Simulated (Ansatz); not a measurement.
Space group Pm-3m (No. 221). a = 3.994 Å, b = 3.994 Å, c = 3.994 Å, α = 90.00°, β = 90.00°, γ = 90.00°
```json
{"atom": "Ba", "site": "1b", "symmetry": "m-3m", "x": "0.5000", "y": "0.5000", "z": "0.5000"}
{"atom": "Ti", "site": "1a", "symmetry": "m-3m", "x": "0.0000", "y": "0.0000", "z": "0.0000"}
{"atom": "O", "site": "3d", "symmetry": "4/mm.m", "x": "0.5000", "y": "0.0000", "z": "0.0000"}
```

Equation of state of this BaTiO3 structure (not necessarily the ground state), with shape and atoms relaxed at each volume where symmetry leaves them free. All numbers below come from DFT r2SCAN, scalar-relativistic, plane waves, PAW (Ansatz 0.2.0).

Settings: cutoff 500 eV, Γ-centred mesh 8×8×8 on the computed 5-atom cell, Gaussian smearing of 0.02 eV; no spin polarisation.

```tsv
V (Å³/atom)	E − E(largest V) (meV/atom)	P (GPa)	gap on mesh (eV)
11.214	70.12	30.71	2.42
11.596	8.72	21.03	2.39
11.978	-31.43	12.84	2.33
12.361	-53.55	5.89	2.25
12.743	-60.39	0.00	2.17
13.125	-54.26	-5.00	2.10
13.507	-37.12	-9.25	2.03
14.017	0.00	-13.92	1.93
```

Q: Fit a third-order Birch–Murnaghan equation to E(V).

A: V0 = 12.74 Å³/atom, B0 = 181 GPa, B0' = 4.4.

Spin-orbit coupling is left out, which matters for the bands of heavy elements.

Symmetry holds off the tilts and polar distortions that many cubic perovskites undergo.

Cost: 8 runs of about 0.74 core-minutes in all, on Intel Xeon 6975P-C (Granite Rapids) (shared hosts).